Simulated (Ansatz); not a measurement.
Level: r2SCAN, no spin polarisation; 500 eV; 6×6×6 Γ-centred mesh; fermi-dirac occupations (width 0.1 eV); Ansatz 0.2.0, fixed geometry.

Computed maps in the lattice plane spanned by a (left to right, 5.79 Å, 18 points from zero) and b (bottom to top, 5.79 Å, 18 points from zero), 90° apart, at height 0.000 along c. The fields are smooth PAW ones with compensation charges, not the true ones near nuclei.

Valence density. Digits on a logarithmic scale: 0 up to 0.03 e/Å³, each further digit a factor of 1.6, 9 from 1.3 e/Å³ up:
```
999766543111235799
999789875312355699
876899996434678877
555899997545899986
435799997556999996
323689987777999985
212456789998899974
111345799999777653
113455799999755431
135677799999754311
247999889998765421
358999977778998632
469999965579999753
568999854579999855
877887643469999867
999655321357898799
999753211134566799
999854321112345899
```

ELF. Ten even steps from '0' (0.02) to '9' (0.83):
```
765215762000001356
653179996100232135
331698997202799612
112993597205999971
003997895116973895
102799952213985997
000256326862599996
000001168786257762
001221287278212210
026775268786110000
069999526862365200
179958931225999720
059837961159879930
117999950279539921
321699720279989613
653123200169997135
765310000026751256
976310100000101367
```

Q: The cell is Sr2ReHgO6. Which atoms lie within 0.2 Å of this plane, and where (fractions of a and b)?

A: Re at (0.50, 0.50), O at (0.22, 0.29), O at (0.29, 0.78), O at (0.78, 0.71), O at (0.71, 0.22), Hg at (0.00, 0.00). The whole cell:
```
CELL_PARAMETERS angstrom
0.00000 5.79471 0.00000
5.79471 0.00000 0.00000
2.89736 2.89736 -4.15778
ATOMIC_POSITIONS crystal
Re 0.50000 0.50000 0.00000
O 0.25700 0.25700 0.48600
O 0.74300 0.74300 0.51400
O 0.22380 0.29340 0.00000
O 0.29340 0.77620 0.00000
O 0.77620 0.70660 0.00000
O 0.70660 0.22380 0.00000
Sr 0.75000 0.25000 0.50000
Sr 0.25000 0.75000 0.50000
Hg 0.00000 0.00000 0.00000
```

Origin: a known structure type with other elements, at an estimated volume, so it need not be a known compound. Caveats: many states at the Fermi level without spin polarisation, so a magnetic state may lie lower; atoms or cell far from equilibrium.
